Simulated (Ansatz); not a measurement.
SiB2Os2 in space group Cmmm (No. 65; Si on 2a, Os on 4j, B on 4i) under volume change, r²SCAN in the plane-wave PAW code Ansatz, shape and atoms relaxed at each volume.

```
V (Å³/atom)  E − E(relaxed) (meV/atom)  P (GPa)
-----------  -------------------------  -------
9.562                             92.6    34.37
9.878                             38.6    20.82
10.193                             9.1     9.54
10.508                             0.0     0.00
10.823                             7.9    -7.76
11.139                            29.7   -14.28
11.454                            63.3   -19.58
```

What does a third-order Birch–Murnaghan fit give for V₀, B₀ and B′?

V₀ = 10.51 Å³/atom, B₀ = 285 GPa, B′ = 5.2.

The start of the workflow was typed in or built on a structure type; neither database checked (COD, Materials Project) lists it. Its standing as an ambient phase is unchecked. The r²SCAN relaxation kept the symmetry of its start; its stability against distortions is not shown here. No spin polarisation was allowed. Its formation energy is positive at this level, so the cell may be metastable or incomplete. Spin–orbit coupling is left out wherever it is not named.

Potentials: the later of the program's two PAW sets.
